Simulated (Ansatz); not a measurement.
Input deck for Ansatz 0.2.0, then the block of the output on the nuclei.

The cell is a COD entry, taken as it stands.

```yaml
crystal:
  lattice:
    - [5.732, 0.0, 0.0]
    - [0.0, 3.701, 0.0]
    - [0.0, 0.0, 6.088]
  atoms:
    - { symbol: Ge, position: [0.805, 0.75, 0.59] }
    - { symbol: Ge, position: [0.195, 0.25, 0.41] }
    - { symbol: Ge, position: [0.695, 0.25, 0.09] }
    - { symbol: Ge, position: [0.305, 0.75, 0.91] }
    - { symbol: Pt, position: [0.99, 0.75, 0.195] }
    - { symbol: Pt, position: [0.01, 0.25, 0.805] }
    - { symbol: Pt, position: [0.51, 0.25, 0.695] }
    - { symbol: Pt, position: [0.49, 0.75, 0.305] }
kpoints:
  mp_grid: { grid: [8, 12, 7] }
scf:
  occupations: { method: fermi_dirac, width: 0.02 }
hamiltonian:
  xc: pbe
  pseudopotentials: { kind: paw }
output:
  forces: true
  stress: true
  populations: true
  efg: { quadrupole_moments_barn: { Ge: -0.196 }, contact_densities: true }
```

```sh
ansatz run input.yaml --threads 1 --pin off --max-ram 3072MiB --backend cpu --events-out ev --progress --plain --runs-dir out
```

Of the output, the block on the nuclei alone is shown; the set-up, the SCF iterations, energies, forces and stress are cut. One atom of each set with nearly equal values is shown.

```
--- PAW observables at the nuclei: V_zz in 10²¹ V/m², potentials from the cell's mean, atoms counted from 1 ---
  atom   1  Ge V_zz =    +5.658115   η = 0.8328   by run symmetry: allowed   C_q = -26.8153 MHz
            electrostatic potential = -4332.586854 V   contact ρ = 210253.016550 e/Å³
  atom   5  Pt V_zz =    +4.132625   η = 0.6879   by run symmetry: allowed
            electrostatic potential = -16121.278249 V   contact ρ = 12084501.886081 e/Å³
```

The run took 49 s of wall time (49 s of CPU time) and 1.1 GiB at its peak, on 1 thread of Intel Xeon 6975P-C (Granite Rapids) (x86_64; 16 cores open to the job, memory cap 3.0 GiB, no GPU), a shared host with a load of 0.6 a core.

At this cell the PBE pressure is 8 GPa, so with PBE the cell would grow if it were relaxed. The largest force is 0.4 eV/Å, so the atoms aren't at the calculated equilibrium and relaxing them would move these values. The run finds no gap above 0.1 eV (a metal, or nearly one), so the gradients can move by 10 % or more with the k-mesh. Spin–orbit coupling is left out, which shifts gradients on Pt by a few per cent in wide-gap crystals, and can shift them far more where the calculated gap is small or absent, as here.
